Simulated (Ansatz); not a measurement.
# O-17 NMR of the central transition in SiO2

Cell: an entry of the Crystallography Open Database (COD), ions relaxed with PBE at fixed cell.

Space group P4_2/mnm (No. 136); a = 4.1773, c = 2.6652 Å.

| site | Wyckoff | site symmetry | x | y | z |
| --- | --- | --- | --- | --- | --- |
| Si | 2a | m.mm | 0.0000 | 0.0000 | 0.0000 |
| O | 4f | m.2m | 0.3055 | 0.3055 | 0.0000 |

One atom of each set is listed.

The numbers come from a DFT calculation in Ansatz (PBE, plane waves and PAW, scalar-relativistic, 420 eV cutoff, Γ-centred 5×5×7 k-points, Fermi–Dirac smearing 0.02 eV).

O-17 has I = 5/2 and Q = -25.58 mb (Pyykkö 2018); at 28.2 T its Larmor frequency is ν₀ = 162.8 MHz. Only the quadrupole interaction is simulated: positions count from each site's isotropic chemical shift, and J coupling is left out, as are shift anisotropy and dipolar coupling, which fast spinning averages.

Task: Simulate the second-order pattern (fast magic-angle spinning, Gaussian broadening 0.2 kHz) of site O (3 Si at 1.76–1.80 Å).

Result: The calculation gives C_Q = 6.88 MHz and η = 0.17, so ν_Q = 1.03 MHz and the centre of gravity lies at -10.8 ppm (-1.76 kHz).

| offset (kHz) | height |
| --- | --- |
| -4.589 | 0 |
| -4.475 | 1 |
| -4.362 | 4 |
| -4.249 | 7 |
| -4.136 | 7 |
| -4.022 | 7 |
| -3.909 | 7 |
| -3.796 | 8 |
| -3.683 | 8 |
| -3.569 | 8 |
| -3.456 | 8 |
| -3.343 | 8 |
| -3.229 | 9 |
| -3.116 | 10 |
| -3.003 | 20 |
| -2.890 | 40 |
| -2.776 | 58 |
| -2.663 | 76 |
| -2.550 | 86 |
| -2.437 | 74 |
| -2.323 | 62 |
| -2.210 | 57 |
| -2.097 | 54 |
| -1.983 | 52 |
| -1.870 | 51 |
| -1.757 | 51 |
| -1.644 | 52 |
| -1.530 | 53 |
| -1.417 | 55 |
| -1.304 | 58 |
| -1.191 | 63 |
| -1.077 | 72 |
| -0.964 | 88 |
| -0.851 | 100 |
| -0.737 | 88 |
| -0.624 | 72 |
| -0.511 | 54 |
| -0.398 | 23 |
| -0.284 | 4 |
| -0.171 | 0 |

At O V_zz stands upright on the plane through its three neighbours (within 1°).

At this cell the PBE pressure is 11 GPa, so with PBE the cell would grow if it were relaxed. The entry's cell may itself be off.

The relaxation (3 steps) took 2.7 s of wall time (2.7 s of CPU time) and 0.42 GiB at its peak, on 1 thread of Intel Xeon 6975P-C (Granite Rapids) (x86_64; 4 cores open to the job, memory cap 3.0 GiB, no GPU), a shared host with a load of 0.2 a core.
